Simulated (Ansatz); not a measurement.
Quadrupolar parameters in Li2ScP2HO8

The cell is a computed structure from the Materials Project (it need not be an observed phase), taken as it stands.

Space group P2_1 (No. 4); a = 4.9130, b = 8.3012, c = 7.7595 Å, β = 103.99°.

```csv
site,Wyckoff,site symmetry,x,y,z
Li1,2a,1,0.3650,0.6333,0.9073
Li2,2a,1,0.8548,0.8646,0.4129
Sc,2a,1,0.7513,0.5004,0.2564
H,2a,1,0.2098,0.9795,0.2350
P9,2a,1,0.8810,0.8434,0.0153
P10,2a,1,0.3870,0.6502,0.5256
O13,2a,1,0.1091,0.8226,0.9117
O14,2a,1,0.6066,0.6757,0.4136
O17,2a,1,0.0064,0.9324,0.2001
O18,2a,1,0.5083,0.5601,0.7014
O21,2a,1,0.7609,0.6833,0.0641
O22,2a,1,0.2638,0.8150,0.5652
O25,2a,1,0.6429,0.9536,0.9149
O26,2a,1,0.1437,0.5450,0.4150
```

One atom of each set is listed.

Method: Kohn–Sham DFT in Ansatz, PBE, plane waves and PAW, scalar-relativistic, 420 eV cutoff, Γ-centred 4×3×3 k-points, Fermi–Dirac smearing 0.02 eV.

C_Q = eQV_zz/h, which is 24.18 MHz for Q = 1 b and V_zz = 10²¹ V/m²; η = (V_xx − V_yy)/V_zz.

Li-6: I = 1, Q = -0.8080 mb; ⁴⁵Sc: I = 7/2, Q = -220.0 mb; ²H: I = 1, Q = 2.858 mb; O-17: I = 5/2, Q = -25.58 mb. Quadrupole moments are those of Pyykkö's year-2017 table.

(1) Which values are expected at the nuclei?

## Answers

(1) 

| site | atoms | first shell | V_zz (10²¹ V/m²) | η | C_Q (MHz) |
| --- | --- | --- | --- | --- | --- |
| Li1 | 2 | 4 O at 1.99–2.07 Å; also 3 O at 2.46–2.99 Å | -0.14 | 0.61 | 0.003 |
| Li2 | 2 | 5 O at 1.99–2.42 Å | -0.099 | 0.21 | 0.002 |
| Sc | 2 | 6 O at 2.05–2.19 Å | -2.08 | 0.70 | 11.0 |
| H | 2 | 1 O at 1.05 Å; also 1 O at 1.51 Å | 1.77 | 0.15 | 0.123 |
| P9 | 2 | 4 O at 1.54–1.60 Å | 2.67 | 0.42 | – |
| P10 | 2 | 4 O at 1.54–1.56 Å | -1.22 | 0.82 | – |
| O13 | 2 | 1 P at 1.54 Å, 1 Li at 2.02 Å, 1 Sc at 2.19 Å | 9.18 | 0.26 | -5.68 |
| O14 | 2 | 1 P at 1.55 Å, 1 Li at 1.99 Å, 1 Sc at 2.13 Å | 9.22 | 0.30 | -5.70 |
| O17 | 2 | 1 H at 1.05 Å, 1 P at 1.60 Å, 1 Li at 2.05 Å; also 1 Li at 2.46 Å | 11.54 | 0.71 | -7.14 |
| O18 | 2 | 1 P at 1.54 Å, 1 Li at 1.99 Å; also 1 H at 1.51 Å, 1 Li at 2.42 Å | 9.00 | 0.24 | -5.57 |
| O21 | 2 | 1 P at 1.54 Å, 1 Li at 2.07 Å, 1 Sc at 2.14 Å; also 1 Li at 3.03 Å | 9.43 | 0.10 | -5.83 |
| O22 | 2 | 1 P at 1.56 Å, 1 Sc at 2.08 Å, 1 Li at 2.11 Å; also 1 Li at 2.99 Å | 9.34 | 0.15 | -5.77 |
| O25 | 2 | 1 P at 1.54 Å, 1 Li at 2.04 Å, 1 Sc at 2.10 Å; also 1 Li at 2.98 Å | 9.28 | 0.23 | -5.74 |
| O26 | 2 | 1 P at 1.56 Å, 1 Li at 2.01 Å, 1 Sc at 2.05 Å; also 1 Li at 3.01 Å | 9.18 | 0.18 | -5.68 |

At O13, O14, O21, O22, O25 and O26 V_zz points along its shortest bond, to P (within 5°) in each case. At H V_zz points along its bond to O (within 3°). At O18 V_zz points along the shorter of its two bonds, to P (within 4°).

P has no stable isotope with a ground-state quadrupole moment in the table, so no C_Q is given.

With these PAW files V_zz is typically within 2 to 3 % of all-electron values, but misses above 10 % occur on Li.

The run took 95 s of wall time (95 s of CPU time) and 0.72 GiB at its peak, on 1 thread of Arm Neoverse V1 (aarch64; 8 cores open to the job, memory cap 2.5 GiB, no GPU), a shared host with a load of 0.8 a core.
